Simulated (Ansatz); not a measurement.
A geometry of TiSi$_{2}$ away from equilibrium: step 5 of the relaxation of a relaxed TiSi2 cell displaced along its unstable phonon at q = (½, 0, 0) of its primitive reciprocal cell (146i cm⁻¹), largest move 0.15 Å. Level of theory: PBEsol (plane waves to 420 eV, PAW, scalar-relativistic; Ansatz, a first-principles code). Γ-centred k-mesh 5×10×10 on the run's cell (coarser than for final values), Fermi–Dirac smearing 0.05 eV. The plane waves were selected for a different cell earlier on the path.

```yaml
crystal:
  lattice:
    - [0.34573, 5.60541, 5.60541]
    - [2.97557, 0.00000, 2.97557]
    - [2.97557, 2.97557, 0.00000]
  atoms:
    - { symbol: Ti, position: [0.92182, 0.05212, 0.05212] }
    - { symbol: Ti, position: [0.57818, 0.94788, 0.94788] }
    - { symbol: Si, position: [0.15734, 0.22844, 0.22844] }
    - { symbol: Si, position: [0.52243, 0.31838, 0.31838] }
    - { symbol: Si, position: [0.34266, 0.77156, 0.77156] }
    - { symbol: Si, position: [0.97757, 0.68162, 0.68162] }
```

**Question.** Give the Cartesian forces on all atoms (eV/Å).

**Answer.** 
```json
[
 {"atom": "Ti1", "Fx": "-0.11", "Fy": "0.11", "Fz": "0.11"},
 {"atom": "Ti2", "Fx": "0.11", "Fy": "-0.11", "Fz": "-0.11"},
 {"atom": "Si3", "Fx": "-0.07", "Fy": "0.07", "Fz": "0.07"},
 {"atom": "Si4", "Fx": "0.36", "Fy": "-0.36", "Fz": "-0.36"},
 {"atom": "Si5", "Fx": "0.07", "Fy": "-0.07", "Fz": "-0.07"},
 {"atom": "Si6", "Fx": "-0.36", "Fy": "0.36", "Fz": "0.36"}
]
```

The path ends in R-3m (No. 166). No spin polarisation in the result.

The run could not lose the symmetry of its start, so the end can be a saddle point.

The end of the path is a generated cell of TiSi2: the first start was made by placing the elements on the sites of a structure type, and the end was not matched to a known phase here, so it may be hypothetical. Known forms of TiSi2 include space group No. 63, 70.
